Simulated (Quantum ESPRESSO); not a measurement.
Al2TaSc3AgSn, input and log of a self-consistent run

A calculation, not a measurement. The program is pw.x of Quantum ESPRESSO 7.5 (plane-wave density functional theory). The cell is made up: eight metal atoms on a face-centred cubic lattice, with elements, volume, strain and displacements drawn at random and not relaxed, so it may be unstable or far from any real phase. PseudoDojo standard norm-conserving files set the functional (PBE unless stated); there is no spin polarisation or spin-orbit coupling, the Fermi-Dirac width of 0.25 eV means electrons at about 2900 K, and the masses in the input are unused placeholders. The tin pseudopotential is less sure than most, with forces differing by about three percent from a second method on plain tin. Heavy elements are run without spin-orbit coupling, which real alloys of them have. A spin test at this wide smearing found no moment, but such smearing suppresses magnetism that the real alloy may have.

Input:

```
&control calculation='scf', pseudo_dir='./dojo.nc.sr.pbe.v0_5.standard.upf', outdir='./o', disk_io='minimal', tprnfor=.true., tstress=.true. /
&system ibrav=0, nat=8, ntyp=5, nbnd=56, ecutwfc=82.02448710, nosym=.true., tot_charge=0,
 occupations='smearing', smearing='fd', degauss=0.0183746611
/
&electrons conv_thr=1.470e-08, electron_maxstep=70, mixing_beta=0.5 /
ATOMIC_SPECIES
Ag 1.0 Ag.upf
Al 1.0 Al.upf
Sc 1.0 Sc.upf
Sn 1.0 Sn.upf
Ta 1.0 Ta.upf
CELL_PARAMETERS angstrom
0.0 0.0 -4.3479
4.3479 0.0 0.0
0.0 -8.6958 0.0
ATOMIC_POSITIONS angstrom
Al 0.0546 -0.0644 0.0086
Ta -0.0131 -4.3198 -0.0147
Sc 2.2047 -2.1861 -0.0115
Al 2.2184 -6.4515 -0.0051
Ag 0.0962 -2.1474 -2.1795
Sc 0.0217 -6.5144 -2.1449
Sc 2.1538 -0.0012 -2.1945
Sn 2.1356 -4.392 -2.2378
K_POINTS automatic
5 5 3 1 1 1
```

The log is shortened where brackets say so; the opening notice, blank lines, dates and the lines on written files are dropped, and the path of the files is cut. It prints rydbergs, bohrs and kilobars, and counts compression as positive stress. Its total energy is the free energy E - TS of the whole cell.

```
     Program PWSCF v.7.5
     Parallel version (MPI & OpenMP), running on       4 processor cores
     Number of MPI processes:                 4
     Threads/MPI process:                     1
     [start-up lines left out]
     bravais-lattice index     =            0
     lattice parameter (alat)  =       8.2163  a.u.
     unit-cell volume          =    1109.3414 (a.u.)^3
     number of atoms/cell      =            8
     number of atomic types    =            5
     number of electrons       =        85.00
     number of Kohn-Sham states=           56
     kinetic-energy cutoff     =      82.0245  Ry
     charge density cutoff     =     328.0979  Ry
     scf convergence threshold =      1.5E-08
     mixing beta               =       0.5000
     number of iterations used =            8  plain     mixing
     Exchange-correlation= PBE
                           (   1   4   3   4   0   0   0)
     [axes and pseudopotential details left out]
   Cartesian axes
     site n.     atom                  positions (alat units)
         1        Al     tau(   1) = (   0.0125578  -0.0148117   0.0019780  )
         2        Ta     tau(   2) = (  -0.0030129  -0.9935371  -0.0033809  )
         3        Sc     tau(   3) = (   0.5070724  -0.5027945  -0.0026450  )
         4        Al     tau(   4) = (   0.5102233  -1.4838198  -0.0011730  )
         5        Ag     tau(   5) = (   0.0221256  -0.4938936  -0.5012765  )
         6        Sc     tau(   6) = (   0.0049909  -1.4982865  -0.4933186  )
         7        Sc     tau(   7) = (   0.4953656  -0.0002760  -0.5047264  )
         8        Sn     tau(   8) = (   0.4911796  -1.0101428  -0.5146853  )
     number of k points=    38  Fermi-Dirac smearing, width (Ry)=  0.0184
                       cart. coord. in units 2pi/alat
        k(    1) = (   0.1000000  -0.0833333  -0.1000000), wk =   0.0533333
        k(    2) = (   0.1000000   0.2500000  -0.1000000), wk =   0.0533333
     [further k points left out]
     Dense  grid:   111331 G-vectors     FFT dimensions: (  48,  48,  96)
     Estimated max dynamical RAM per process >     305.14 MB
     Estimated total dynamical RAM >       1.11 GB
     Initial potential from superposition of free atoms
     starting charge      84.9843, renormalised to      85.0000
     Starting wfcs are   67 randomized atomic wfcs
     total cpu time spent up to now is        4.1 secs
     per-process dynamical memory:   223.1 Mb
     Self-consistent Calculation
     iteration #  1     ecut=    82.02 Ry     beta= 0.50
     Davidson diagonalization with overlap
     ethr =  1.00E-02,  avg # of iterations =  2.1
     total cpu time spent up to now is       10.7 secs
     total energy              =    -896.86593119 Ry
     estimated scf accuracy    <       1.22515384 Ry
     iteration #  2     ecut=    82.02 Ry     beta= 0.50
     Davidson diagonalization with overlap
     ethr =  1.44E-03,  avg # of iterations =  7.1
     total cpu time spent up to now is       20.3 secs
     total energy              =    -896.31441516 Ry
     estimated scf accuracy    <      16.71432208 Ry
     iteration #  3     ecut=    82.02 Ry     beta= 0.50
     Davidson diagonalization with overlap
     ethr =  1.44E-03,  avg # of iterations =  6.6
     total cpu time spent up to now is       28.8 secs
     total energy              =    -897.48573280 Ry
     estimated scf accuracy    <       1.30930933 Ry
     iteration #  4     ecut=    82.02 Ry     beta= 0.50
     Davidson diagonalization with overlap
     ethr =  1.44E-03,  avg # of iterations =  2.0
     total cpu time spent up to now is       34.9 secs
     total energy              =    -897.56531818 Ry
     estimated scf accuracy    <       0.72616777 Ry
     iteration #  5     ecut=    82.02 Ry     beta= 0.50
     Davidson diagonalization with overlap
     ethr =  8.54E-04,  avg # of iterations =  1.6
     total cpu time spent up to now is       40.7 secs
     total energy              =    -897.59127138 Ry
     estimated scf accuracy    <       0.05740569 Ry
     [iterations 6 to 11 left out]
     iteration # 12     ecut=    82.02 Ry     beta= 0.50
     Davidson diagonalization with overlap
     ethr =  1.27E-09,  avg # of iterations =  5.9
     total cpu time spent up to now is       99.5 secs
     total energy              =    -897.61212927 Ry
     estimated scf accuracy    <       0.00000042 Ry
     iteration # 13     ecut=    82.02 Ry     beta= 0.50
     Davidson diagonalization with overlap
     ethr =  4.91E-10,  avg # of iterations =  2.1
     total cpu time spent up to now is      105.9 secs
     total energy              =    -897.61212929 Ry
     estimated scf accuracy    <       0.00000006 Ry
     iteration # 14     ecut=    82.02 Ry     beta= 0.50
     Davidson diagonalization with overlap
     ethr =  6.97E-11,  avg # of iterations =  5.4
     total cpu time spent up to now is      113.8 secs
     total energy              =    -897.61212930 Ry
     estimated scf accuracy    <       0.00000004 Ry
     iteration # 15     ecut=    82.02 Ry     beta= 0.50
     Davidson diagonalization with overlap
     ethr =  5.06E-11,  avg # of iterations =  2.0
     total cpu time spent up to now is      120.0 secs
     total energy              =    -897.61212930 Ry
     estimated scf accuracy    <       0.00000004 Ry
     iteration # 16     ecut=    82.02 Ry     beta= 0.50
     Davidson diagonalization with overlap
     ethr =  4.95E-11,  avg # of iterations =  1.0
     total cpu time spent up to now is      125.9 secs
     End of self-consistent calculation
     [lines on levels left out]
!    total energy              =    -897.61212930 Ry
     estimated scf accuracy    <          4.7E-09 Ry
     smearing contrib. (-TS)   =      -0.11358531 Ry
     internal energy E=F+TS    =    -897.49854399 Ry
     The total energy is F=E-TS. E is the sum of the following terms:
     one-electron contribution =    -470.57539080 Ry
     hartree contribution      =     266.86975331 Ry
     xc contribution           =    -172.87859158 Ry
     ewald contribution        =    -520.91431492 Ry
     convergence has been achieved in  16 iterations
     Forces acting on atoms (cartesian axes, Ry/au):
     atom    1 type  2   force =    -0.00674274    0.00390103   -0.00200597
     atom    2 type  5   force =     0.00146074   -0.01203964   -0.00469204
     atom    3 type  3   force =     0.00348364   -0.01475202   -0.00323440
     atom    4 type  2   force =    -0.00436383   -0.01292647   -0.00047257
     atom    5 type  1   force =    -0.01303312    0.00894861   -0.00006973
     atom    6 type  3   force =    -0.00541932    0.00483333   -0.00493717
     atom    7 type  3   force =     0.01322279    0.00334176    0.00442980
     atom    8 type  4   force =     0.01139185    0.01869339    0.01098206
     Total force =     0.042343     Total SCF correction =     0.000367
     Computing stress (Cartesian axis) and pressure
          total   stress  (Ry/bohr**3)                   (kbar)     P=      -21.11
  -0.00032991   0.00000436   0.00000206          -48.53        0.64        0.30
   0.00000436   0.00022717  -0.00000407            0.64       33.42       -0.60
   0.00000206  -0.00000407  -0.00032769            0.30       -0.60      -48.21
     init_run     :      3.93s CPU      4.04s WALL (       1 calls)
     electrons    :    121.50s CPU    121.75s WALL (       1 calls)
     forces       :      1.22s CPU      1.23s WALL (       1 calls)
     stress       :      4.17s CPU      4.26s WALL (       1 calls)
     [timing details left out]
     PWSCF        :   2m10.91s CPU   2m11.41s WALL
     JOB DONE.
```

In other units: free energy -12212.635 eV for the cell, pressure -2.11 GPa, largest force component 0.481 eV/Å in size. The run took 133 s of wall time with four MPI processes on a shared machine (AMD EPYC, Zen 5, virtual cores), so the time is rough. A rerun of this cell at a higher cutoff and on a denser mesh moved values by no more than 0.016 eV in energy, 0.10 GPa in stress and 0.005 eV/Å in force, and a second program with other atomic files agreed on that cell to 2 % rms in force and 0.5 GPa in pressure.